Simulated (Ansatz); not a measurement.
TaSi2 in space group P6_422 (No. 181; Ta on 3c, Si on 6i) at seven volumes, LDA in the plane-wave PAW code Ansatz, shape and atoms relaxed at each. One row is withheld.

```
V (Å³/atom)  P (GPa)
-----------  -------
12.778         23.29
13.199         14.27
13.621             ?
14.042          0.00
14.463         -5.61
14.884        -10.38
15.306        -14.44
```

Q: Fit the shown pressures and predict the withheld one.

A: Third-order Birch–Murnaghan: P = (3/2)B₀(x^(7/2) − x^(5/2))[1 + (3/4)(B′ − 4)(x − 1)] with x = (V₀/V)^(2/3). Least squares on the six rows gives V₀ = 14.042 Å³/atom, B₀ = 201.7 GPa, B′ = 4.30. At V = 13.621, x = 1.0205 and P = 6.56 GPa. The run itself gave 6.57 GPa.

The workflow started from an entry of the Crystallography Open Database (COD), which files this formula under 2 space groups. Whether it is the stable phase at ambient conditions was not checked. The LDA relaxation kept the symmetry of its start; its stability against distortions is not shown here. The run is not spin-polarised. Scalar-relativistic: spin–orbit coupling is off unless named, which matters more the heavier the elements.

Potentials: the later of the program's two PAW sets.
